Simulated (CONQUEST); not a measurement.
Input and output of a self-consistent single point for Al (Fm-3m, 4 atoms in the cell; from Materials Project mp-134) (CONQUEST).

Computed with CONQUEST 1.3 with PBEsol, numerical atomic orbitals double-zeta with polarisation (the shipped basis), PseudoDojo norm-conserving potentials made for PBEsol.

```yaml
crystal:
  lattice:
    - [4.03893, 0.00000, 0.00000]
    - [0.00000, 4.03893, 0.00000]
    - [0.00000, 0.00000, 4.03893]
  atoms:
    - { symbol: Al, position: [0.00000, 0.00000, 0.00000] }
    - { symbol: Al, position: [0.00000, 0.50000, 0.50000] }
    - { symbol: Al, position: [0.50000, 0.00000, 0.50000] }
    - { symbol: Al, position: [0.50000, 0.50000, 0.00000] }
```

Reference input (self-consistent single point, DFT, PBE, numerical atomic orbitals double-zeta with polarisation (the shipped basis), PseudoDojo norm-conserving potentials made for PBE): basis = DZP; Diag.MPMeshX, Y, Z = 6 6 6; potentials = PseudoDojo norm-conserving PBE; Grid.GridCutoff = 70 Ha; DM.SolutionMethod = diagon; Diag.kT = 0.001837 Ha; Diag.GammaCentred = true; minE.SCTolerance = 1.0e-06; SC.MaxIters = 100; SC.LinearMixingFactor = 0.3; SC.KerkerPreCondition = true; SC.KerkerFactor = 0.3 1/bohr. This run's input differs from it in these lines:

```diff
@@ -1,2 +1,2 @@
-# files in the folder: Al.ion (PseudoDojo PBE potentials, DZP orbitals)
+# files in the folder: Al.ion (PseudoDojo PBEsol potentials, DZP orbitals)
 # file: Conquest_input
```

Log, with long lists cut:

```
    new_SC_potl: Starting.  Tolerance:  0.10000E-05

    PulayMixSC: Starting Pulay mixing, A_up =  0.300 A_dn =  0.300
    PulayMixSC: Spin non-polarised calculation.
    PulayMixSC: with Kerker preconditioning, q0 =  0.300
          Harris-Foulkes Energy            :        -9.265361495840828 Ha
          GroundState Energy (E-(1/2)TS)   :        -9.265665938590809 Ha
          Free Energy (E-TS)               :        -9.265970381340789 Ha
          DFT Total Energy                 :        -9.263214404926799 Ha
          Total number of electrons        :        12.000000000001673
   [... lines left out ...]
          Total number of electrons        :        12.000059676124744
    PulayMixSC: Pulay iteration     8 residual:              0.29475E-05
          Harris-Foulkes Energy            :        -9.263297830724587 Ha
          GroundState Energy (E-(1/2)TS)   :        -9.263596530373047 Ha
          Free Energy (E-TS)               :        -9.263895230021506 Ha
          DFT Total Energy                 :        -9.263297830717313 Ha
          Total number of electrons        :        12.000070874902022
    PulayMixSC: Pulay iteration     9 residual:              0.36890E-06
    PulayMixSC: Reached SCF tolerance of  0.36890E-06 after      9 iterations
      | Number of electrons      =        12.000071
      |* band energy as 2Tr[K.H] =        -4.525058936914206 Ha
      |  screened ion-ion energy =        -4.755923522527576 Ha
      |  Ha correction           =         0.000834306008309 Ha
      |  XC correction           =         0.016850346639599 Ha
      | GS Energy as E-(1/2)TS   =        -9.263596530373047 Ha
      | Free Energy as E-TS      =        -9.263895230021506 Ha
      |* Harris-Foulkes energy   =        -9.263297830724587 Ha
      |* DFT total energy        =        -9.263297830717313 Ha
      |  estimated accuracy      =        -0.000000000007274 Ha

    force: Forces on atoms (Ha/a0)
    force:  Atom   X              Y              Z
   [... lines left out ...]
    force: Maximum force :        0.00000000(Ha/a0) on atom         2 in z direction
   [... lines left out ...]
    force: Force Residual:        0.00000000 Ha/a0
    force: Total stress:          0.52105824     0.00000000     0.00000000 GPa
                             0.00000000     0.52105824     0.00000000
                             0.00000000     0.00000000     0.52105824
    force: Average pressure:     -0.52105824 GPa

    force: Finished force
    get_E_and_F: Change in energy during last step of electronic optimisation: -0.10357E-06
```

The run converged in 9 iterations. CONQUEST prints the stress tensor with tension positive. Against the reference run the pressure goes from 0.84 to -0.52 GPa.

The program uses no crystal symmetry, so grid and mesh can part values that symmetry would make equal. The atom-centred basis is finite, which shifts total energies and pressures against plane waves. The structure comes from a collection of computed structures, made at another level of theory; the collection holds predicted forms beside known ones. No clean gap shows at this smearing width and mesh (spacing up to 0.26 Å⁻¹); the mesh is coarse for partly filled bands, so the values carry mesh errors.

Cost on one core: very roughly 50 core-seconds.
